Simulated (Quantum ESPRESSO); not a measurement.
Parts of the isotropic shielding in KSrYWO$_{6}$, by PBE GIPAW (a modified build of Quantum ESPRESSO, JTH PAW datasets), 22.5 Ha, k-mesh 4×4×4 shifted:

```
KSrWYO6
1.0
    0.00000     4.19349     4.19349
    4.19349     0.00000     4.19349
    4.19349     4.19349     0.00000
K Sr Y W O
1 1 1 1 6
Cartesian
  2.09674   2.09675   2.09674
  6.29023   6.29024   6.29023
  4.19349   4.19349   4.19349
  0.00000   0.00000   0.00000
  1.95215   4.19349   4.19349
  4.19349   6.43483   4.19349
  6.43483   4.19349   4.19349
  4.19349   1.95215   4.19349
  4.19349   4.19349   6.43483
  4.19349   4.19349   1.95215
```
Geometry: a computed entry of the Materials Project; it was not checked against measured cells. It is KSrYWO6 in F-43m; whether this form has been observed was not checked. Stability against distortions was not tested. Forces on the atoms reach 0.37 eV/Å at this level. The run has no spin polarisation.

The core term is that of the free atom's frozen core; the paramagnetic column sums the reconstruction terms. Shieldings are absolute and leave out the bulk-susceptibility term; a larger σ means a smaller chemical shift. By our sweeps, such settings leave a few ppm in absolute σ on light atoms and up to some 20 ppm from Zn on. Spin–orbit coupling is left out; its weight grows with the heaviest atom, W here. Static lattice: thermal averaging is not included.

```tsv
site	core	bare (smooth current)	diamagnetic correction	paramagnetic corrections	σ_iso (ppm)
K (atom 1)	1193.4	94.4	22.3	…	…
Sr (atom 2)	3441.1	106.1	-5.8	…	…
Y (atom 3)	3554.4	76.8	1.9	…	…
O (atoms 5, 6, 7, 8, 9, 10)	271.1	-41.6	26.0	…	…
```

Question: Some entries are withheld; supply them.

Answer: 
- K (atom 1), paramagnetic corrections: -127.7
- K (atom 1), σ_iso (ppm): 1182.5
- Sr (atom 2), paramagnetic corrections: -442.5
- Sr (atom 2), σ_iso (ppm): 3098.8
- Y (atom 3), paramagnetic corrections: -1282.5
- Y (atom 3), σ_iso (ppm): 2350.6
- O (atoms 5, 6, 7, 8, 9, 10), paramagnetic corrections: -441.3
- O (atoms 5, 6, 7, 8, 9, 10), σ_iso (ppm): -185.9
